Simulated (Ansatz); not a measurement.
Consider the following.

SnS2:
```yaml
crystal:
  lattice:
    - [0.00000, 5.12258, 5.12258]
    - [5.12258, 0.00000, 5.12258]
    - [5.12258, 5.12258, 0.00000]
  atoms:
    - { symbol: Sn, position: [0.12500, 0.62500, 0.62500] }
    - { symbol: Sn, position: [0.62500, 0.62500, 0.12500] }
    - { symbol: Sn, position: [0.62500, 0.12500, 0.62500] }
    - { symbol: Sn, position: [0.62500, 0.62500, 0.62500] }
    - { symbol: S, position: [0.87321, 0.37560, 0.37560] }
    - { symbol: S, position: [0.87440, 0.87440, 0.37679] }
    - { symbol: S, position: [0.37560, 0.87321, 0.37560] }
    - { symbol: S, position: [0.87440, 0.87440, 0.87440] }
    - { symbol: S, position: [0.37560, 0.37560, 0.37560] }
    - { symbol: S, position: [0.87440, 0.37679, 0.87440] }
    - { symbol: S, position: [0.37560, 0.37560, 0.87321] }
    - { symbol: S, position: [0.37679, 0.87440, 0.87440] }
```

This is the LDA-relaxed structure.

Q: All from LDA in the plane-wave PAW code Ansatz, unless another level is named. Predict the Young's modulus.

A: 71.0 GPa.

Q: Give the elastic constants (relaxed ions, GPa).

A: C11 = 71.1, C12 = 31.2, C44 = 36.7.

Space group Fd-3m. The workflow started from a Materials Project entry (that database holds measured and hypothetical structures alike); the Crystallography Open Database copy checked does not list it. It is not the phase usual at ambient conditions (space group No. 164). The LDA relaxation kept the symmetry of its start; whether a distortion lowers the energy is not shown. Spin–orbit coupling is left out wherever it is not named.

Potentials: the later of the program's two PAW sets.
